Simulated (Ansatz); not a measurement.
Consider the following.

TaSiO:
```cif
data_O2Si2Ta2
_chemical_formula_sum 'Ta2 Si2 O2'
_space_group_name_H-M_alt 'P4/nmm :1'
_space_group_IT_number 129
_space_group_name_Hall 'P 4ab 2ab -1ab'
_cell_length_a 3.26586
_cell_length_b 3.26586
_cell_length_c 6.90113
_cell_angle_alpha 90.000
_cell_angle_beta 90.000
_cell_angle_gamma 90.000
loop_
_space_group_symop_operation_xyz
  'x, y, z'
  '-y+1/2, x+1/2, z'
  '-x, -y, z'
  'y+1/2, -x+1/2, z'
  'x+1/2, -y+1/2, -z'
  '-y, -x, -z'
  '-x+1/2, y+1/2, -z'
  'y, x, -z'
  '-x+1/2, -y+1/2, -z'
  'y, -x, -z'
  'x+1/2, y+1/2, -z'
  '-y, x, -z'
  '-x, y, z'
  'y+1/2, x+1/2, z'
  'x, -y, z'
  '-y+1/2, -x+1/2, z'
loop_
_atom_site_label
_atom_site_type_symbol
_atom_site_symmetry_multiplicity
_atom_site_Wyckoff_symbol
_atom_site_fract_x
_atom_site_fract_y
_atom_site_fract_z
_atom_site_occupancy
Ta1 Ta 2 c 0.50000 0.00000 0.29508 1
Si1 Si 2 a 0.00000 0.00000 0.00000 1
O1 O 2 c 0.00000 0.50000 0.39729 1
```

This is the r²SCAN-relaxed structure.

Problem. All from r²SCAN (plane waves, PAW; program Ansatz), unless another level is named. Predict the electronic character.

Solution. metallic (no gap).

Problem. Predict the density of states at the Fermi level.

Solution. 0.74 states/eV per atom (mean over ±0.08 eV).

Problem. What about the formation energy from the elements (no fitted shifts)?

Solution. -1.08 eV/atom.

The start of the workflow was typed in or built on a structure type; neither database checked (COD, Materials Project) lists it. Its standing as an ambient phase is unchecked. The cell was relaxed with r²SCAN under the symmetry of its start; its stability against distortions is not shown here. No spin polarisation was allowed. The references are the lowest solids computed at this level, not always the standard phases (solids in place of the gases). Scalar-relativistic: spin–orbit coupling is off unless named, which matters more the heavier the elements.

Potentials: the earlier of the program's two PAW sets. The files were generated under PBE; for other functionals the program regenerates the frozen cores, and for LDA and PBEsol the local potential too.
